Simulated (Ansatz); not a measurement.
The relaxed structure here is a generated cell of Pd: the first start was made by placing the elements on the sites of a structure type, and the end was not matched to a known phase here, so it may be hypothetical. Known forms of Pd include space group No. 225.

A relaxed cell of Pd (I4₁/amd (No. 141)), relaxed on a k-mesh at least as fine as the one used below. The numbers are results of PBEsol (plane waves to 420 eV, PAW, scalar-relativistic; Ansatz, a quantum-chemistry and plane-wave program), not measurements. Γ-centred k-mesh 14×7×9 on the run's cell (coarser than for final values), Fermi–Dirac smearing 0.05 eV.

```
Pd
1.0
   -2.46053     2.46053     1.32160
    4.92105    -4.92105     2.64321
    2.46053     2.46053    -1.32160
Pd
4
Direct
  0.75000   0.12500   0.50000
  0.75000   0.62500   0.50000
  0.00000   0.00000   0.00000
  0.00000   0.50000   0.00000
```

The atoms are displaced by (Å):

```tsv
atom	ux	uy	uz
Pd1	-0.080	-0.025	0.038
Pd2	0.085	0.092	0.151
Pd3	-0.007	0.117	-0.101
Pd4	-0.233	-0.050	-0.137
```

Question: What forces (eV/Å) and pressure result?

Answer: 
| atom | Fx | Fy | Fz |
|---|---|---|---|
| Pd1 | -1.12 | 1.17 | 0.67 |
| Pd2 | -1.72 | -0.78 | -0.75 |
| Pd3 | 0.64 | -1.13 | -0.18 |
| Pd4 | 2.20 | 0.74 | 0.27 |

Pressure +4.5 GPa.

Question: Estimate the energy cost of the displacement in the harmonic approximation and compare with the calculation.

Answer: For a harmonic well ΔE = −½ Σ F·u = 0.476 eV a cell, or 119 meV/atom. The calculated energy relative to the undisplaced cell is +0.12 eV/atom, so the harmonic estimate holds well.

The undisplaced cell is probably no minimum: from this displacement the run went on to Fm-3m (No. 225), 0.40 eV/atom below it.

No spin polarisation in the result.
